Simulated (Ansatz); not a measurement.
What a trial cell of Li4S5 relaxes into

The calculation used DFT PBE+D3(BJ), scalar-relativistic, plane waves, PAW (Ansatz 0.2.0). Cutoff 420 eV, Gaussian smearing, Γ-centred meshes. Cell and atoms relax first on a coarse mesh and then on a finer one. In between, the cell is made exact in the group found at 0.06 Å. In metals the finer mesh still leaves noise of several meV/atom or more. The steps can't lower the symmetry of their start. No spin polarisation.

Recipe of this trial structure of Li4S5: close-packed anion layers stacked AAABA, with sites between them filled layer by layer (P3m1, No. 156) (elements of the layers in order: S S S S S). Lengths were set from tabulated atomic sizes, so they are only a guess.

```yaml
crystal:
  lattice:
    - [3.39037, 0.00000, 0.00000]
    - [-1.69519, 2.93615, 0.00000]
    - [0.00000, 0.00000, 16.64947]
  atoms:
    - { symbol: Li, position: [0.00000, 0.00000, 0.13814] }
    - { symbol: Li, position: [0.33333, 0.66667, 0.36969] }
    - { symbol: Li, position: [0.66667, 0.33333, 0.55650] }
    - { symbol: Li, position: [0.33333, 0.66667, 0.90660] }
    - { symbol: S, position: [0.00000, 0.00000, 0.00000] }
    - { symbol: S, position: [0.00000, 0.00000, 0.27629] }
    - { symbol: S, position: [0.00000, 0.00000, 0.46309] }
    - { symbol: S, position: [0.33333, 0.66667, 0.64990] }
    - { symbol: S, position: [0.00000, 0.00000, 0.81319] }
```

The zero of energy is the elements' standard structures at the same level; no fitted shifts are applied.

Q: Which structure results?

A: The symmetry stays P3m1 (No. 156). The volume per atom shrinks by 15.0 %, from 18.4 to 15.6 Å³. The shortest distance goes from 2.30 Å (Li–S) to 2.20 Å (Li–S). The energy falls by about 0.19 eV/atom (the start's value is from the coarse mesh). Conventional cell: a = 3.143 Å, c = 16.460 Å. Around Li on its first site lie 2 S at 2.20 Å; Li on its second site has 6 S at 2.51–2.54 Å; Li on its third site is surrounded by 3 S at 2.40 Å and 3 S at 2.61 Å; around Li on its fourth site lie 3 S at 2.38 Å and 3 S at 2.62 Å; around S on its first site lie 1 Li at 2.20 Å and 3 Li at 2.38 Å; 4 more sites not described.

```xyz
9
Lattice="3.1431 0.0000 0.0000 -1.5715 2.7220 0.0000 0.0000 0.0000 16.4601" Properties=species:S:1:pos:R:3 pbc="T T T"
Li    0.0000    0.0000    2.1120
Li    0.0000    1.8147    6.0954
Li    1.5715    0.9073    9.3947
Li    0.0000    1.8147   14.8311
S     0.0000    0.0000   16.3724
S     0.0000    0.0000    4.3124
S     0.0000    0.0000    7.8306
S     0.0000    1.8147   11.2701
S     0.0000    0.0000   12.9362
```

Q: How does it come out in energy, and is it a metal?

A:

- Formation energy: −0.40 eV/atom
- Gap on the 12×12×4 mesh of the 9-atom cell: 0 eV (a metal)

Whether it is stable depends on the other phases of the system, which aren't compared here.

The last run used Gaussian smearing of 0.10 eV. The cell is a metal run without spin; a magnetic state may lie lower. Symmetry constrained the relaxation, so the result can be a saddle point.
